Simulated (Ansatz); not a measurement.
Method: r2SCAN, no spin polarisation; PAW, plane waves to 500 eV, 8×8×5 Γ-centred mesh, fermi-dirac occupations (width 0.0915 eV) (Ansatz 0.2.0), atoms fixed.

Computed maps in the lattice plane spanned by a (left to right, 4.34 Å, 13 points from zero) and b (bottom to top, 4.34 Å, 13 points from zero), 90° apart, at height 0.000 along c. The fields are smooth PAW ones with compensation charges, not the true ones near nuclei.

Valence density. Digits on a logarithmic scale: 0 up to 0.03 e/Å³, each further digit a factor of 1.6, 9 from 1.3 e/Å³ up:
```
9984223322489
9853222222358
5432233332234
3222356653222
3223589985322
3323699996323
3323699996323
3223589985322
3222356653222
5432233332234
9853222222358
9984223322489
9995333333599
```

The cell is IClF. Which atoms lie within 0.2 Å of this plane, and where (fractions of a and b)?

F at (0.50, 0.50), F at (0.00, 0.00). The whole cell:
```yaml
crystal:
  lattice:
    - [4.34479, 0.00000, 0.00000]
    - [0.00000, 4.34479, 0.00000]
    - [0.00000, 0.00000, 7.65916]
  atoms:
    - { symbol: I, position: [0.00000, 0.50000, 0.20500] }
    - { symbol: I, position: [0.50000, 0.00000, 0.79500] }
    - { symbol: Cl, position: [0.00000, 0.50000, 0.65000] }
    - { symbol: Cl, position: [0.50000, 0.00000, 0.35000] }
    - { symbol: F, position: [0.50000, 0.50000, 0.00000] }
    - { symbol: F, position: [0.00000, 0.00000, 0.00000] }
```

Origin: a known structure type with other elements, at an estimated volume, so it need not be a known compound. Caveats: many states at the Fermi level without spin polarisation, so a magnetic state may lie lower.
